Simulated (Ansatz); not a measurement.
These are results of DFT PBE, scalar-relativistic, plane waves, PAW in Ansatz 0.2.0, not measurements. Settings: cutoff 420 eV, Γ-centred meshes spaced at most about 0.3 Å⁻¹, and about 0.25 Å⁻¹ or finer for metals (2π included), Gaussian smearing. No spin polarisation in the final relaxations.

Each of these unrelaxed guesses is relaxed in cell and atoms within its symmetry. A guess keeps its type if space group and coordination stay and the shape of the cell changes little (axis ratios within about 15 %, angles within 6°); the volume may change.

1. Cs2GaAg

```cif
data_structure
_symmetry_space_group_name_H-M 'P-3m1'
_symmetry_Int_Tables_number 164
_cell_length_a 4.6717
_cell_length_b 4.6717
_cell_length_c 7.5693
_cell_angle_alpha 90.000
_cell_angle_beta 90.000
_cell_angle_gamma 120.000
_cell_volume 143.07
loop_
_atom_site_label
_atom_site_type_symbol
_atom_site_symmetry_multiplicity
_atom_site_Wyckoff_symbol
_atom_site_fract_x
_atom_site_fract_y
_atom_site_fract_z
_atom_site_occupancy
Cs1 Cs 2 d 0.66667 0.33333 0.74858 1
Ga1 Ga 1 a 0.00000 0.00000 0.00000 1
Ag1 Ag 1 b 0.00000 0.00000 0.50000 1
```

2. Ta2GaN3

```cif
data_structure
_symmetry_space_group_name_H-M 'P6/mmm'
_symmetry_Int_Tables_number 191
_cell_length_a 5.5422
_cell_length_b 5.5422
_cell_length_c 3.0515
_cell_angle_alpha 90.000
_cell_angle_beta 90.000
_cell_angle_gamma 120.000
_cell_volume 81.17
loop_
_atom_site_label
_atom_site_type_symbol
_atom_site_symmetry_multiplicity
_atom_site_Wyckoff_symbol
_atom_site_fract_x
_atom_site_fract_y
_atom_site_fract_z
_atom_site_occupancy
Ta1 Ta 2 c 0.33333 0.66667 0.00000 1
Ga1 Ga 1 a 0.00000 0.00000 0.00000 1
N1 N 3 g 0.50000 0.00000 0.50000 1
```

3. LaScF2

```cif
data_structure
_symmetry_space_group_name_H-M 'P4/mmm'
_symmetry_Int_Tables_number 123
_cell_length_a 4.8081
_cell_length_b 4.8081
_cell_length_c 3.7632
_cell_angle_alpha 90.000
_cell_angle_beta 90.000
_cell_angle_gamma 90.000
_cell_volume 87.00
loop_
_atom_site_label
_atom_site_type_symbol
_atom_site_symmetry_multiplicity
_atom_site_Wyckoff_symbol
_atom_site_fract_x
_atom_site_fract_y
_atom_site_fract_z
_atom_site_occupancy
La1 La 1 a 0.00000 0.00000 0.00000 1
Sc1 Sc 1 d 0.50000 0.50000 0.50000 1
F1 F 2 h 0.50000 0.50000 0.11968 1
```

Task: Which guesses survive the relaxation?

Result: Guess 2 keeps its type.

```json
{"guess": "1", "kept": "no", "start group": "P-3m1", "end group": "P-3m1", "V start (Å³/atom)": "35.8", "V end": "47.7", "b/a and c/a, end over start": "1.00, 0.47", "nearest neighbours start": "Ag 6, Cs 6, Ga 8", "nearest neighbours end": "Ag 2, Cs 9, Ga 2"}
{"guess": "2", "kept": "yes", "start group": "P6/mmm", "end group": "P6/mmm", "V start (Å³/atom)": "13.5", "V end": "12.4", "b/a and c/a, end over start": "1.00, 0.94", "nearest neighbours start": "Ga 20, N 4, Ta 6", "nearest neighbours end": "Ga 20, N 4, Ta 6"}
{"guess": "3", "kept": "no", "start group": "P4/mmm", "end group": "P4/mmm", "V start (Å³/atom)": "21.7", "V end": "18.9", "b/a and c/a, end over start": "1.00, 2.47", "nearest neighbours start": "F 1, La 18, Sc 2", "nearest neighbours end": "F 2, La 8, Sc 2"}
```

Neighbours count within 15 % of an atom's shortest distance; end groups are read at 0.02 Å (0.05 Å in metals).

Spin–orbit coupling, which can matter for Ta, is left out. A magnetic state wasn't ruled out in cells without spin, among them LaScF2 P4/mmm. Cells relaxed within their symmetry can be saddle points.
